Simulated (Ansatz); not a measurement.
MgAu (CsCl type, Pm-3m), LDA (plane waves, PAW; program Ansatz), all energies at zero smearing, with the estimated change up to a 700 eV cutoff added, with one set of potentials and settings (totals compare only within such a set). Cell of 2 atoms (1 Mg, 1 Au): -14767.816 eV.

```tsv
element	reference phase	E (eV/atom)
Mg	P6_3/mmc, 2 atoms in the cell	-1901.6031
Au	Fm-3m, 1 atoms in the cell	-12864.9550
```

Formation energy per atom, worked out: (-14767.816 − 1×(-1901.6031) − 1×(-12864.9550))/2 = -0.629 eV/atom (-61 kJ per mol of atoms), at 0 K, without zero-point energy or fitted corrections.

The workflow started from a Materials Project entry (that database holds measured and hypothetical structures alike); the Crystallography Open Database files this formula in space group No. 221, but the cells were not matched. Whether it is the stable phase at ambient conditions was not checked. The cell was relaxed with LDA under the symmetry of its start; of distortions, only those at the zone centre were tested. The references are the lowest solids computed at this level, not always the standard phases. Spin–orbit coupling is left out wherever it is not named.

Potentials: the later of the program's two PAW sets.
